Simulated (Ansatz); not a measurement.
The cell below belongs to a search over invented structures; it isn't taken from experiment.

Input and command of a plane-wave DFT calculation in Ansatz:

```yaml
crystal:
  lattice:
    - [-2.68761858, 2.94361429, 4.84858277]
    - [2.68761858, -2.94361429, 4.84858277]
    - [2.68761858, 2.94361429, -4.84858277]
  atoms:
    - { symbol: Hf, position: [0.5, 0.5, 0.0] }
    - { symbol: Sn, position: [0.0, 0.0, 0.0] }
    - { symbol: Ge, position: [0.0, 0.5, 0.5] }
    - { symbol: Au, position: [0.22586158, 0.22586158, 0.0] }
    - { symbol: Au, position: [0.77413842, 0.77413842, 0.0] }
    - { symbol: Au, position: [0.5, 0.0, 0.5] }
basis:
  ecutwfc: 420
kpoints:
  mp_grid: { grid: [4, 4, 4] }
hamiltonian:
  xc: pbe
scf:
  occupations: { method: gaussian, width: 0.2 }
  lower_state_search: "off"
output:
  forces: true
  stress: true
  eigenvalues: true
relax:
  adjacent_minimum: "off"
  f_tol: 0.08
  max_steps: 16
  cell: { stress_tol: 0.8 }
```

```bash
ansatz run input.yaml --threads 1 --pin off --max-ram 2560MiB --backend cpu --events-out ev --progress --plain --runs-dir out
```

Processor: Arm Neoverse V1, 1 thread, on a host shared with other jobs.

How long does it run, and how much memory does it take?

About 93 s, peak memory 0.57 GiB. It solves 67 bands at 18 k points (after reduction by symmetry) with about 3271 plane waves (on the last cell), in 44 SCF iterations over 6 ionic steps.
